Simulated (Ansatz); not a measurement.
V (simple cubic, Pm-3m) under volume change, r²SCAN in the plane-wave PAW code Ansatz, scaled uniformly.

```json
[
 {"V (Å³/atom)": "13.389", "E − E(relaxed) (meV/atom)": "43.2", "P (GPa)": "11.43"},
 {"V (Å³/atom)": "13.830", "E − E(relaxed) (meV/atom)": "18.4", "P (GPa)": "6.95"},
 {"V (Å³/atom)": "14.272", "E − E(relaxed) (meV/atom)": "4.2", "P (GPa)": "3.27"},
 {"V (Å³/atom)": "14.713", "E − E(relaxed) (meV/atom)": "0.0", "P (GPa)": "-0.07"},
 {"V (Å³/atom)": "15.154", "E − E(relaxed) (meV/atom)": "4.0", "P (GPa)": "-2.85"},
 {"V (Å³/atom)": "15.596", "E − E(relaxed) (meV/atom)": "15.6", "P (GPa)": "-5.51"},
 {"V (Å³/atom)": "16.037", "E − E(relaxed) (meV/atom)": "34.1", "P (GPa)": "-7.88"}
]
```

Task: What does a third-order Birch–Murnaghan fit give for V₀, B₀ and B′?

Result: V₀ = 14.71 Å³/atom, B₀ = 104 GPa, B′ = 3.3.

The cell is a constructed one: a structure type filled with these elements; neither database checked (COD, Materials Project) lists it. It is not the phase usual at ambient conditions (space group No. 229). The r²SCAN relaxation kept the symmetry of its start, as lowered by the spin order. At this level the phase is mechanically unstable. Spin order of the final state: antiferromagnetic, chosen from 3 collinear starts compared on coarse meshes (ties went to the first, and starts can fall back to one state), not a proven ground state. Other orbital occupations within this spin state were not tried.

Potentials: the later of the program's two PAW sets.
